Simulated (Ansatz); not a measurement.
**InAg3: sound and stiffness along [100], [110] and [111]**

Computed with DFT LDA, scalar-relativistic, plane waves, PAW (Ansatz 0.2.0). Settings: 420 eV plane-wave cutoff, Γ-centred 10×10×10 mesh, Fermi-Dirac smearing of 0.15 eV. No spin polarisation.

Equilibrium structure at this level:
```
In Ag
1.0
     4.08688    0.00000    0.00000
     0.00000    4.08688    0.00000
     0.00000    0.00000    4.08688
In Ag
1 3
Direct
  0.00000 0.00000 0.00000
  0.00000 0.50000 0.50000
  0.50000 0.00000 0.50000
  0.50000 0.50000 0.00000
```

In a metal, frequencies and elastic constants depend on the k mesh and the smearing, soft modes and shear constants most.

With ions relaxed, on the cubic axes: C11 = 138.2, C12 = 111.4, C44 = 48.0 GPa. The density is 10.665 g/cm³.

Question: Is the crystal stable against strain, and how anisotropic is it?

Answer: Born's conditions hold: C11 + 2C12 = 361.0, C11 − C12 = 26.8 and C44 = 48.0 GPa are all positive. B = (C11 + 2C12)/3 = 120.3 GPa. The two shear moduli are C44 and C′ = (C11 − C12)/2 = 13.4 GPa, so Zener's ratio is A = C44/C′ = 3.57: the tetragonal shear C′ is the soft one, as in many fcc and bcc metals and zincblende crystals. The Cauchy pressure C12 − C44 is 63.4 GPa; it would vanish for pair forces between atoms on inversion centres at zero pressure, and a positive value is usual with metallic or many-body binding, and where atoms off inversion centres relax under shear, which lowers C44.

Question: Give the sound speeds along the three symmetry directions.

Answer: The Christoffel equation gives ρv² for each branch:
| direction | branch | ρv² | GPa | v (m/s) |
| --- | --- | --- | --- | --- |
| [100] | L | C11 | 138.2 | 3600 |
| [100] | T (×2) | C44 | 48.0 | 2121 |
| [110] | L | (C11 + C12 + 2C44)/2 | 172.8 | 4025 |
| [110] | T, u ∥ [001] | C44 | 48.0 | 2121 |
| [110] | T, u ∥ [1-10] | (C11 − C12)/2 | 13.4 | 1122 |
| [111] | L | (C11 + 2C12 + 4C44)/3 | 184.3 | 4157 |
| [111] | T (×2) | (C11 − C12 + C44)/3 | 24.9 | 1529 |

Question: How does Young's modulus depend on direction?

Answer: Inverting gives S11 = 25.753, S12 = -11.491, S44 = 20.842 TPa⁻¹. Along a unit vector (l, m, n), 1/E = S11 − 2(S11 − S12 − S44/2)(l²m² + m²n² + n²l²), where the last bracket is 0, 1/4 and 1/3 for [100], [110] and [111]: E = 39, 81 and 127 GPa. With A > 1 the body diagonal is stiffest. For a film on (001), the biaxial modulus is C11 + C12 − 2C12²/C11 = 70 GPa and the normal strain is −2C12/C11 = -1.61 times the in-plane one.